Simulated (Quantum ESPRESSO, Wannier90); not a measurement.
**Tight-binding from DFT: Li (hcp (Mg type), model phase)**

Cell from Materials Project (mp-10173), symmetrised, no further relaxation. This isn't the element's usual structure (bcc); take it as a model of another phase. Level: PBEsol, no spin polarisation, no spin-orbit coupling; pw.x of Quantum ESPRESSO at 60 Ry with PseudoDojo potentials, 12×12×6 k-points, Wannier90. Density: 18×18×8 mesh, cold smearing 0.01 Ry.

On the energy scale of pw.x, whose zero is arbitrary, the Fermi level lies at 0.97 eV.

Input w.win:

```
num_bands = 2
num_wann = 2
exclude_bands = 3-17
num_iter = 1000
conv_tol = 1.0e-6
conv_window = 4
write_hr = true
write_u_matrices = true
auto_projections = true
begin unit_cell_cart
ang
    3.0147998323    0.0000000000    0.0000000000
   -1.5073999161    2.6108932421    0.0000000000
    0.0000000000    0.0000000000    5.1083200000
end unit_cell_cart
begin atoms_frac
Li   0.3333333333 -0.3333333333  0.2500000000
Li  -0.3333333333  0.3333333333 -0.2500000000
end atoms_frac
mp_grid = 12 12 6
begin kpoints
0.0000000000 0.0000000000 0.0000000000
0.0000000000 0.0000000000 0.1666666667
0.0000000000 0.0000000000 0.3333333333
... (861 more lines: the 12x12x6 mesh through Gamma)
end kpoints
```

Input of pw2wannier90.x that gives the overlap and projection files (equivalent; here they were cut from one run over all bands):

```
&inputpp
  outdir = './out'
  prefix = 'pwscf'
  seedname = 'w'
  write_amn = .true.
  write_mmn = .true.
  atom_proj = .true.
  atom_proj_exclude = 2 4
/
```

Output w.wout (banner and timings cut):

```
                                    ------
                                    SYSTEM
                                    ------

                              Lattice Vectors (Ang)
                    a_1     3.014800   0.000000   0.000000
                    a_2    -1.507400   2.610893   0.000000
                    a_3     0.000000   0.000000   5.108320

                   Unit Cell Volume:      40.20922  (Ang^3)

                        Reciprocal-Space Vectors (Ang^-1)
                    b_1     2.084114   1.203264  -0.000000
                    b_2     0.000000   2.406527   0.000000
                    b_3     0.000000  -0.000000   1.229991

 *----------------------------------------------------------------------------*
 |   Site       Fractional Coordinate          Cartesian Coordinate (Ang)     |
 +----------------------------------------------------------------------------+
 | li   1   0.33333  -0.33333   0.25000   |    1.50740  -0.87030   1.27708    |
 | li   2  -0.33333   0.33333  -0.25000   |   -1.50740   0.87030  -1.27708    |
 *----------------------------------------------------------------------------*
                                ------------
                                K-POINT GRID
                                ------------

             Grid size = 12 x 12 x  6      Total points =  864

 *---------------------------------- MAIN ------------------------------------*
 |  Number of Wannier Functions               :                 2             |
 |  Number of Objective Wannier Functions     :                 2             |
 |  Number of input Bloch states              :                 2             |
 |  Output verbosity (1=low, 5=high)          :                 1             |
 |  Timing Level (1=low, 5=high)              :                 1             |
 |  Optimisation (0=memory, 3=speed)          :                 3             |
 |  Length Unit                               :               Ang             |
 |  Post-processing setup (write *.nnkp)      :                 F             |
 |  Using Gamma-only branch of algorithms     :                 F             |
 *----------------------------------------------------------------------------*
 *------------------------------- WANNIERISE ---------------------------------*
 |  Total number of iterations                :              1000             |
 |  Number of CG steps before reset           :                 5             |
 |  Trial step length for line search         :             2.000             |
 |  Convergence tolerence                     :         0.100E-05             |
 |  Convergence window                        :                 4             |
 |  Iterations between writing output         :                 1             |
 |  Iterations between backing up to disk     :               100             |
 |  Write r^2_nm to file                      :                 F             |
 |  Write xyz WF centres to file              :                 F             |
 |  Write on-site energies <0n|H|0n> to file  :                 F             |
 |  Use guiding centre to control phases      :                 F             |
 |  Use phases for initial projections        :                 F             |
 *----------------------------------------------------------------------------*
 *-------------------------------- PLOTTING ----------------------------------*
 |  Plotting Hamiltonian in WF basis          :                 T             |
 *----------------------------------------------------------------------------*

       ... (k-mesh section left out)

 Starting a new Wannier90 calculation ...

 Reading overlaps from w.mmn

 Reading projections from w.amn

 *------------------------------- WANNIERISE ---------------------------------*
 +--------------------------------------------------------------------+<-- CONV
 | Iter  Delta Spread     RMS Gradient      Spread (Ang^2)            |<-- CONV
 +--------------------------------------------------------------------+<-- CONV

 ------------------------------------------------------------------------------
 Initial State
  WF centre and spread    1  (  1.507400, -0.870298,  1.277080 )     0.14542000
  WF centre and spread    2  ( -1.507400,  0.870298, -1.277080 )     0.14542000
  Sum of centres and spreads (  0.000000,  0.000000,  0.000000 )     0.29084000

      0     0.291E+00     0.0000000000        0.2908399989  <-- CONV
        O_D=      0.0000000 O_OD=      0.0000000 O_TOT=      0.2908400 <-- SPRD
 ------------------------------------------------------------------------------
      1     0.000E+00     0.0000000062        0.2908399989  <-- CONV
        O_D=      0.0000000 O_OD=      0.0000000 O_TOT=      0.2908400 <-- SPRD
      2     0.000E+00     0.0000000062        0.2908399989  <-- CONV
        O_D=      0.0000000 O_OD=      0.0000000 O_TOT=      0.2908400 <-- SPRD
      3     0.000E+00     0.0000000062        0.2908399989  <-- CONV
        O_D=      0.0000000 O_OD=      0.0000000 O_TOT=      0.2908400 <-- SPRD
      4     0.000E+00     0.0000000062        0.2908399989  <-- CONV
        O_D=      0.0000000 O_OD=      0.0000000 O_TOT=      0.2908400 <-- SPRD
             <<<     Delta < 1.000E-06  over  4 iterations     >>>
             <<< Wannierisation convergence criteria satisfied >>>
 Final State
  WF centre and spread    1  (  1.507400, -0.870298,  1.277080 )     0.14542000
  WF centre and spread    2  ( -1.507400,  0.870298, -1.277080 )     0.14542000
  Sum of centres and spreads (  0.000000,  0.000000,  0.000000 )     0.29084000

         Spreads (Ang^2)       Omega I      =     0.290839995
        ================       Omega D      =     0.000000000
                               Omega OD     =     0.000000004
    Final Spread (Ang^2)       Omega Total  =     0.290839999
```
